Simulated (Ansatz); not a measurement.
## Data sheet: W (DFT)

W:
Space group Fm-3m (No. 225); a = b = c = 3.9982 Å, α = β = γ = 90.00°

```json
[
 {"atom": "W", "site": "4a", "symmetry": "m-3m", "x": "0.0000", "y": "0.0000", "z": "0.0000"}
]
```
(The calculation used a cell of 1 atom; values per cell refer to that cell.)

Space group Fm-3m (No. 225), fcc (Cu type); conventional cell a = b = c = 3.9982 Å, α = β = γ = 90.00°.

Method: plane-wave PAW PBEsol (Ansatz code). Geometry: relaxed at this level of theory. Other levels are named where they apply.

### Cell and energy

```
Quantity               Value
---------------  -----------
Volume per atom     15.98 Å³
Density          19.10 g/cm³
```

### Electronic structure

```
Item                                                                       Result
------------------------------------  -------------------------------------------
Electronic character                                            metallic (no gap)
Density of states at the Fermi level  1.3 states/eV per atom (mean over ±0.08 eV)
Gap with spin–orbit coupling                                      none (metallic)
```

### Mechanics

```
Quantity                                                                Value
-------------------------------------  --------------------------------------
Bulk modulus (Birch–Murnaghan fit)                                    302 GPa
Pressure derivative B′                                                    4.0
Elastic constants (relaxed ions, GPa)       C11 = 95.3, C12 = 404, C44 = -111
Mechanical stability                   unstable (C has a negative eigenvalue)
```

The workflow started from an entry of the Crystallography Open Database (COD), which files this formula under 6 space groups. It is not the phase usual at ambient conditions (space group No. 229). Symmetry was held in the PBEsol relaxation. The run is not spin-polarised. As this level gives no gap, shear constants depend on the k-mesh and smearing (Fermi–Dirac, 0.1 eV here). Spin–orbit coupling is left out wherever it is not named.

Potentials: the earlier of the program's two PAW sets. The files were generated under PBE; for other functionals the program regenerates the frozen cores, and for LDA and PBEsol the local potential too.
